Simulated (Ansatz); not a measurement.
**TeH2NF5 and a variant**

Base: a COD entry, ions relaxed with PBE at fixed cell.

```
CELL_PARAMETERS angstrom
5.16300 0.00000 0.00000
0.00000 9.08300 0.00000
-1.99015 0.00000 4.87113
ATOMIC_POSITIONS crystal
Te 0.47670 0.84900 0.73367
Te 0.52330 0.34900 0.26633
H 0.03628 0.70990 0.50102
H 0.96372 0.20990 0.49898
H 0.20658 0.72880 0.29070
H 0.79342 0.22880 0.70930
N 0.22918 0.70098 0.48750
N 0.77082 0.20098 0.51250
F 0.71588 0.70430 0.95971
F 0.28412 0.20430 0.04029
F 0.70360 0.85308 0.52384
F 0.29640 0.35308 0.47616
F 0.72328 0.98445 0.97428
F 0.27672 0.48445 0.02572
F 0.27215 0.84709 0.96628
F 0.72785 0.34709 0.03372
F 0.27556 0.01701 0.54708
F 0.72444 0.51701 0.45292
```

Atom numbers follow the list; atoms alike are taken as one site, whose name carries the number of the first.

The numbers come from a DFT calculation in Ansatz (PBE, plane waves and PAW, scalar-relativistic, 420 eV cutoff, Γ-centred 5×3×5 k-points, Fermi–Dirac smearing 0.02 eV).

Gradients in 10²¹ V/m², for some of the sites:

| site | atoms | V_zz base | η base | V_zz variant | η variant |
| --- | --- | --- | --- | --- | --- |
| Te1 | 1 | -21.0 | 0.31 | -21.0 | 0.31 |
| Te2 | 2 | -21.0 | 0.31 | -22.1 | 0.34 |
| H3 | 3 | 3.32 | 0.13 | 3.32 | 0.13 |
| H4 | 4 | 3.32 | 0.13 | 3.37 | 0.15 |
| H6 | 6 | 3.30 | 0.13 | 3.55 | 0.13 |
| N7 | 7 | -8.61 | 0.62 | -8.62 | 0.63 |
| N8 | 8 | -8.61 | 0.62 | -9.00 | 0.55 |
| F10 | 10 | 19.45 | 0.07 | 19.52 | 0.07 |
| F12 | 12 | 19.01 | 0.04 | 19.07 | 0.04 |
| F13 | 13 | 21.1 | 0.03 | 21.1 | 0.03 |
| F14 | 14 | 21.1 | 0.03 | 21.1 | 0.03 |
| F16 | 16 | 18.87 | 0.03 | 18.94 | 0.04 |
| F17 | 17 | 18.92 | 0.06 | 18.89 | 0.06 |
| F18 | 18 | 18.92 | 0.06 | 18.86 | 0.08 |

(1) Which change was made?
A. atom 8 (N) moved by 0.05 Å along (0.000, 0.050, 0.000) Å
B. volume scaled by 1.01, ions relaxed
C. equal xy, yz and zx engineering shear strains of -4 %, ions relaxed

Answers

(1) A. It leaves 18 symmetry-distinct sites where the base has 9; another option leaves as many, so the size and sign of the changes have to decide. The largest change of V_zz is on Te2, from -21.0 to -22.1. In per cent, |V_zz| changes by 0 to +5 on Te, 0 to +8 on H, 0 to +5 on N, 0 on F (all sites that start above 0.5). The table leaves out 4 of the 18 sites, with |V_zz| up to 19.47; their tensors move by 0.03 at most along any direction. The statements above cover all sites.

Without spin–orbit coupling the gradients at and beside Te can be off by some per cent, at some sites by more.
For the variant: The atoms aren't relaxed after the move (largest force 0.7 eV/Å).
